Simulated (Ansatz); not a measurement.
# Zone-centre phonons of FeB$_{2}$ at 6 GPa: input and output

These are results of Ansatz 0.2.0, DFT LDA, scalar-relativistic, plane waves, PAW, not measurements.

Launched with:
```bash
ansatz run input.yaml --threads 1 --pin off --max-ram 3072MiB --backend cpu --events-out ev --progress --plain --runs-dir out
```

Input (bare energies are in eV):
```yaml
crystal:
  lattice:
    - [3.02139497, 0.0, 0.0]
    - [-1.510697485, 2.6166047989, 0.0]
    - [0.0, 0.0, 2.535439243]
  atoms:
    - { symbol: Fe, position: [0.0, 0.0, 0.0] }
    - { symbol: B, position: [0.3333333333, 0.6666666667, 0.5] }
    - { symbol: B, position: [0.6666666667, 0.3333333333, 0.5] }
basis:
  ecutwfc: 420
kpoints:
  mp_grid: { grid: [18, 18, 16] }
hamiltonian:
  xc: lda
scf:
  occupations: { method: gaussian, width: 0.2 }
output:
  eigenvalues: true
phonons:
  method: dfpt
  eigenvectors: true
```

The end of the output:
```
--- Phonons (Γ-DFPT): 4 representative perturbations + reference, on 819 of 5184 k-points (Σ response iterations 12) ---
  k mesh reduced under 4 symmetry operations, with k and −k counted as one. Each operation leaves every solved displacement unchanged or reverses it
  ASR residual: 1.563e-5 → 0.000e0 eV/Å²; symmetrization residual: 8.636e-7 eV/Å²
  ASR residual per site (eV/Å²): 7.99e-6 1.56e-5 1.56e-5
  Γ frequencies (cm⁻¹): 0.00 0.00 0.00 300.51 405.71 405.71 540.32 795.07 795.07
  non-analytic LO–TO correction: not included (Born effective charges unavailable; polar crystals: no LO–TO splitting at Γ)
```

It took 3.3 min on 1 thread of Arm Neoverse N1, on a shared host, peak memory 1.1 GiB.

In a metal, frequencies and elastic constants depend on the k mesh and the smearing, soft modes and shear constants most. Spin polarisation was left out, and a magnetic state may lie lower. Other phases may be more stable at this pressure.